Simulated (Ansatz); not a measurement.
Molecular dynamics on a 2×2×2 supercell (16 atoms) of Sn (diamond), relaxed with r2SCAN. Forces come from PBE in the PAW code Ansatz: a Nosé-Hoover thermostat at fixed volume, 450 K, steps of 1 fs. Computed, non-magnetic; the trajectory is short and the cell small, so nothing here is a converged average.

```yaml
crystal:
  lattice:
    - [0.0, 6.5689195584, 6.5689195584]
    - [6.5689195584, 0.0, 6.5689195584]
    - [6.5689195584, 6.5689195584, 0.0]
  atoms:
    - { symbol: Sn, position: [0.0, 0.0, 0.0] }
    - { symbol: Sn, position: [0.125, 0.125, 0.125] }
    - { symbol: Sn, position: [0.0, 0.0, 0.5] }
    - { symbol: Sn, position: [0.125, 0.125, 0.625] }
    - { symbol: Sn, position: [0.0, 0.5, 0.0] }
    - { symbol: Sn, position: [0.125, 0.625, 0.125] }
    - { symbol: Sn, position: [0.0, 0.5, 0.5] }
    - { symbol: Sn, position: [0.125, 0.625, 0.625] }
    - { symbol: Sn, position: [0.5, 0.0, 0.0] }
    - { symbol: Sn, position: [0.625, 0.125, 0.125] }
    - { symbol: Sn, position: [0.5, 0.0, 0.5] }
    - { symbol: Sn, position: [0.625, 0.125, 0.625] }
    - { symbol: Sn, position: [0.5, 0.5, 0.0] }
    - { symbol: Sn, position: [0.625, 0.625, 0.125] }
    - { symbol: Sn, position: [0.5, 0.5, 0.5] }
    - { symbol: Sn, position: [0.625, 0.625, 0.625] }
kpoints:
  mp_grid: { grid: [2, 2, 2] }
hamiltonian:
  xc: pbe
scf:
  occupations: { method: fermi_dirac, width: 0.039 }
md:
  ensemble: nvt_nose_hoover
  temperature: 450
  timestep: 1.0
  n_steps: 20
  initial_velocities: maxwell_boltzmann
  seed: 3869
```

Command: `ansatz run input.yaml --threads 4 --pin off --max-ram 3686MiB --backend cpu --events-out ev --progress --plain --runs-dir out`. It took 4.2 min on 4 threads of Arm Neoverse N1, with other jobs on the host, load about 0.9 per core; peak host memory 2.3 GiB.

```tsv
step	t (fs)	T (K)	free energy F from step 0 (meV/atom)	kinetic energy (meV/atom)	largest force (eV/Å)
0	0	450	0.0	54.5	0.00
1	1	450	0.0	54.5	0.05
2	2	449	0.2	54.4	0.11
3	3	447	0.4	54.2	0.16
4	4	445	0.6	53.9	0.21
5	5	442	1.0	53.6	0.26
6	6	439	1.4	53.1	0.32
7	7	434	1.9	52.6	0.37
8	8	430	2.5	52.1	0.42
9	9	425	3.1	51.4	0.47
10	10	419	3.8	50.7	0.52
11	11	412	4.6	50.0	0.57
12	12	406	5.4	49.1	0.62
13	13	398	6.3	48.3	0.67
14	14	390	7.2	47.3	0.72
15	15	382	8.2	46.3	0.77
16	16	374	9.3	45.3	0.82
17	17	365	10.4	44.2	0.87
18	18	355	11.5	43.1	0.92
19	19	346	12.7	41.9	0.96
20	20	336	13.9	40.7	1.01
```

The temperature goes from 450 K to 336 K in 20 fs. The thermostat hasn't had time to restore it. By the last step the atoms have moved 0.06 Å in the root mean square, the drift of the whole cell taken out, 0.08 Å at most.

Positions (Å) and forces (eV/Å) at step 20:
```
Sn  -0.009  -0.010   0.008     0.503   0.009  -0.147
Sn   1.673   1.669   1.624    -0.370  -0.118   0.307
Sn   3.312   3.284   0.016    -0.155   0.093  -0.339
Sn   4.938   4.929   1.623    -0.023   0.026   0.169
Sn   3.322  -0.013   3.265    -0.313   0.031  -0.064
Sn   4.930   1.585   4.924    -0.076   0.639   0.167
Sn   6.572   3.354   3.316    -0.196  -0.674  -0.186
Sn   8.195   4.933   4.907     0.364   0.221   0.340
Sn  -0.058   3.315   3.312     0.402  -0.197  -0.210
Sn   1.714   4.916   4.889    -0.599  -0.090   0.414
Sn   3.311   6.555   3.322    -0.142  -0.093  -0.636
Sn   4.887   8.170   4.893     0.197   0.530   0.278
Sn   3.268   3.326   6.641    -0.151  -0.832  -0.552
Sn   4.903   4.903   8.168     0.435   0.415   0.237
Sn   6.539   6.612   6.540     0.136  -0.333   0.123
Sn   8.190   8.161   8.242    -0.011   0.373   0.096
```
